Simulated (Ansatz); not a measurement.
Input:

Zr:
```
CELL_PARAMETERS angstrom
     -2.77240     2.77240     1.53298
      2.77240    -2.77240     1.53298
      2.77240     2.77240    -1.53298
ATOMIC_POSITIONS crystal
  Zr 0.75000 0.25000 0.50000
  Zr 0.00000 0.00000 0.00000
```

This is the PBE-relaxed structure.

Task: All from plane-wave PAW PBE (Ansatz code), unless another level is named. Estimate the density of states at the Fermi level.

Result: 1.6 states/eV per atom (mean over ±0.08 eV).

Task: Next, the gap with spin–orbit coupling?

Result: none (metallic).

Space group I4_1/amd (β-Sn type). A made-up cell: these elements were put on the sites of a structure type; neither database checked (COD, Materials Project) lists it. It is not the phase usual at ambient conditions (space group No. 194). Symmetry was held in the PBE relaxation. At this level the phase is dynamically unstable (imaginary phonons). No spin polarisation was allowed. Scalar-relativistic: spin–orbit coupling is off unless named, which matters more the heavier the elements.

Potentials: the later of the program's two PAW sets.
